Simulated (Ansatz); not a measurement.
SiCO$_{4}$:
```cif
data_C2O8Si2
_chemical_formula_sum 'Si2 C2 O8'
_space_group_name_H-M_alt 'I-4'
_space_group_IT_number 82
_space_group_name_Hall 'I -4'
_cell_length_a 4.35581
_cell_length_b 4.35581
_cell_length_c 6.55097
_cell_angle_alpha 90.000
_cell_angle_beta 90.000
_cell_angle_gamma 90.000
loop_
_atom_site_label
_atom_site_type_symbol
_atom_site_symmetry_multiplicity
_atom_site_Wyckoff_symbol
_atom_site_fract_x
_atom_site_fract_y
_atom_site_fract_z
_atom_site_occupancy
Si1 Si 2 a 0.00000 0.00000 0.00000 1
C1 C 2 c 0.00000 0.50000 0.25000 1
O1 O 8 g 0.14519 0.28118 0.13166 1
```
(The calculation used a cell of 6 atoms; values per cell refer to that cell.)

Relaxed with r²SCAN.

Task: Tabulate the valence density and the electron localisation function along the shortest Si–O contact (1.63 Å), the program Ansatz at the r²SCAN level (PAW).

Result: 

```csv
distance from Si (Å),density (e/Å³),ELF
0.16,0.12,0.34
0.24,0.15,0.23
0.33,0.21,0.21
0.41,0.29,0.27
0.49,0.41,0.40
0.57,0.56,0.57
0.65,0.75,0.72
0.73,0.97,0.81
0.81,1.24,0.84
0.89,1.57,0.86
0.98,2.02,0.85
1.06,2.64,0.83
1.14,3.46,0.79
1.22,4.48,0.72
1.30,5.62,0.61
1.38,6.78,0.46
1.46,7.79,0.33
```

The density is the valence pseudo-density with augmentation charge, so density and ELF within about 1 Å of a nucleus are not all-electron values.

The start of the workflow was typed in or built on a structure type; neither database checked (COD, Materials Project) lists it. Whether it is the stable phase at ambient conditions was not checked. Symmetry was held in the r²SCAN relaxation; its stability against distortions is not shown here.

Potentials: the earlier of the program's two PAW sets.
